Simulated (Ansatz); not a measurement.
Si₃Ge:
```
CELL_PARAMETERS angstrom
      3.88128     0.00000     0.00000
      0.00000     3.88128     0.00000
      0.00000     0.00000     5.47841
ATOMIC_POSITIONS crystal
  Si 0.50000 0.00000 0.75517
  Si 0.00000 0.00000 0.00000
  Si 0.00000 0.50000 0.24483
  Ge 0.50000 0.50000 0.50000
```

Relaxed with PBEsol. Special points in fractions of this cell's reciprocal vectors: Γ (0.000, 0.000, 0.000); X (0.000, 0.500, 0.000); M (0.500, 0.500, 0.000); Z (0.000, 0.000, 0.500); R (0.000, 0.500, 0.500); A (0.500, 0.500, 0.500).

Q: List the band energies nearest the valence-band maximum at these points for PBEsol with spin–orbit coupling (plane waves, PAW; program Ansatz).

A: In eV from the valence-band maximum; about four levels below and three above (degenerate sets whole), none deeper than 8.9 eV; points with the same levels are listed once.

```
k                    below                          above
-  -----------------------  -----------------------------
Γ    -0.03 -0.03 0.00 0.00            0.48 0.48 0.67 0.67
X  -1.57 -1.57 -1.31 -1.31            2.06 2.06 2.43 2.43
M  -2.96 -2.96 -2.91 -2.91            0.21 0.21 0.66 0.66
Z  -1.92 -1.92 -1.85 -1.85            0.78 0.78 1.10 1.10
R  -1.28 -1.28 -1.14 -1.14            0.86 0.86 1.32 1.32
A  -3.96 -3.96 -3.90 -3.90  4.07 4.07 4.25 4.25 4.25 4.25
```

Space group P-4m2. The start of the workflow was typed in or built on a structure type; neither database checked (COD, Materials Project) lists it. Its standing as an ambient phase is unchecked. Symmetry was held in the PBEsol relaxation; whether a distortion lowers the energy is not shown.

Potentials: the later of the program's two PAW sets.
